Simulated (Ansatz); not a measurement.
## Cu: from a starting cell to a relaxed one

The start is a generated trial cell of Cu in the beta-Sn structure type. The structure is fully relaxed (lattice and positions, P = 0) with r2SCAN (plane waves to 500 eV, PAW, scalar-relativistic; Ansatz, a first-principles code). The first steps use a coarse 15×15×15 k-mesh.

Initial structure:
```
Cu
1.0
   -2.24515     2.24515     1.22498
    2.24515    -2.24515     1.22498
    2.24515     2.24515    -1.22498
Cu
2
Direct
  0.75000   0.25000   0.50000
  0.00000   0.00000   0.00000
```

Task: How large is the pressure on the unrelaxed cell, and of which sign?

Result: +2.8 GPa (positive: the cell is compressed).

Task: How much energy is released per atom?

Result: 0.01 eV/atom.

Task: How does the volume per atom move from start to end?

Result: +2.0 %, from 12.35 to 12.60 Å³/atom.

Task: How do the shortest distances between atoms change?

Result: The closest pairs of elements (up to four, under 3.6 Å), start → end: Cu–Cu 2.33 → 2.36 Å.

Task: Is the relaxed structure metallic? Give its gap.

Result: No gap (metallic).

Task: Write out the relaxed structure.

Result: 
Space group I4₁/amd, origin choice 1 (No. 141); a = b = 4.573 Å, c = 2.411 Å, α = β = γ = 90.00°

```json
[
 {"atom": "Cu", "site": "4a", "symmetry": "-4m2", "x": "0.0000", "y": "0.0000", "z": "0.0000"}
]
```
(The calculation used a cell of 2 atoms; values per cell refer to that cell.)

The space group stays I4₁/amd (No. 141) (the run could not lower it); the end is AFLOW prototype A_tI4_141_a (A5, as in Sn), with 2 atoms in the primitive cell. Final values are on a 22×22×22 k-mesh of the relaxed cell. No spin polarisation in the result.

The run could not lose the symmetry of its start: the end is stationary, and may be a saddle point rather than a minimum.

All atoms sit on sites fixed by symmetry, so only the cell could relax.

The relaxed structure here is a generated cell of Cu: the first start was made by placing the elements on the sites of a structure type, and the end was not matched to a known phase here, so it may be hypothetical. Known forms of Cu include space group No. 225.
